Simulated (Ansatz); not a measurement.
# C: a fit and a missing row

C, P6_3/mmc, a = 2.520 Å, c = 12.429 Å. Ansatz: PBE, PAW, 420 eV, Γ-centred 12×12×2 mesh on 12 atoms, Gaussian smearing 0.02 eV; no spin polarisation. Shape and atoms are relaxed at each volume; pressure is positive in compression.

```tsv
V (Å³/atom)	P (GPa)
5.015	69.99
5.185	48.58
5.356	30.05
5.527	13.96
5.698	0.00
5.869	?
6.040	-22.65
6.268	-34.54
```

Q: Take V0 = 5.698 Å³/atom, fit the third-order Birch–Murnaghan form to the other rows, and predict the missing pressure.

A: With the Eulerian strain f = ½[(V0/V)^(2/3) − 1] and y = P/[3f(1 + 2f)^(5/2)], the form is the line y = B0 + 1.5 B0 (B0′ − 4) f. Rows (f, y): 0.04442, 424.5; 0.03246, 426.3; 0.02106, 429.0; 0.01026, 431.1; -0.01906, 436.5; -0.03079, 438.3. Means f = 0.009725, y = 430.95; Σ(Δf)² = 0.004319, ΣΔfΔy = -0.8091; the slope is their ratio. y = 432.8 − 187.3 f GPa, so B0 = 432.8 GPa and B0′ = 4 + 2 × (-187.3)/(3 × 432.8) = 3.71. At V = 5.869, f = -0.00976, y = 434.63 and P = -12.11 GPa. The run gave -12.12 GPa, so the fit is 0.01 GPa too high, within the rms miss on the fitted rows (0.02 GPa).

Cost: 8 runs of about 3.1 core-minutes in all, on Arm Neoverse V1 (shared hosts).